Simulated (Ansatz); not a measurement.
Elements on the sites of an ideal hcp lattice, at a guessed lattice constant:

```
Mg Al Sc
1.0
     3.18395   -5.51477    0.00000
     3.18395    5.51477    0.00000
     0.00000    0.00000   10.18865
Mg Al Sc
2 4 10
Direct
  0.66667 0.83333 0.37500
  0.16667 0.83333 0.37500
  0.33333 0.16667 0.12500
  0.83333 0.16667 0.12500
  0.16667 0.33333 0.37500
  0.16667 0.33333 0.87500
  0.33333 0.16667 0.62500
  0.83333 0.16667 0.62500
  0.33333 0.66667 0.12500
  0.33333 0.66667 0.62500
  0.83333 0.66667 0.12500
  0.83333 0.66667 0.62500
  0.66667 0.33333 0.37500
  0.66667 0.33333 0.87500
  0.66667 0.83333 0.87500
  0.16667 0.83333 0.87500
```

Cell and atoms were relaxed without symmetry on coarser meshes and computed once more. The calculation used DFT r2SCAN, scalar-relativistic, plane waves, PAW in Ansatz.

Cutoff 500 eV; k points 6×6×4 on the computed 16-atom cell (Γ-centred); Gaussian smearing, width 0.10 eV; no spin polarisation.

The relaxation ran on 3×3×2 (shifted) and then 4×4×2 k points with a smearing of 0.1 eV, from sites shaken by 0.02 Å.

Question: What does the relaxation give?

Answer: A volume of 21.92 Å³/atom and no gap on the mesh. The atoms leave their sites by 0.09 Å (root mean square) and 0.27 Å at most, and the cell stretches by up to 1.1 % at fixed volume.

```xyz
16
Lattice="3.1876 -5.5224 -0.0003 3.0990 5.4713 -0.0031 -0.0054 -0.0026 10.1494" Properties=species:S:1:pos:R:3 pbc="T T T"
Mg    4.7219    0.8736    3.7665
Mg    3.1219    3.6454    3.7665
Al    1.5455   -0.9086    1.2960
Al    3.1778   -3.7374    1.2967
Al    1.5311    0.8782    3.7071
Al    1.6006    0.9185    8.8630
Sc    1.6018   -0.9131    6.3863
Sc    3.2021   -3.6848    6.3869
Sc    3.1298    1.8022    1.2044
Sc    3.1226    1.7988    6.2678
Sc    4.8122   -0.9078    1.3101
Sc    4.6992   -0.9727    6.2911
Sc    3.1255   -1.8821    3.6793
Sc    3.1400   -1.8741    9.1388
Sc    4.7136    0.8341    8.8517
Sc    3.0837    3.6575    8.8514
```

Cost: 2 runs of about 10 core-minutes in all (earlier runs that led there not counted), on Intel Xeon 6975P-C (Granite Rapids) (shared hosts).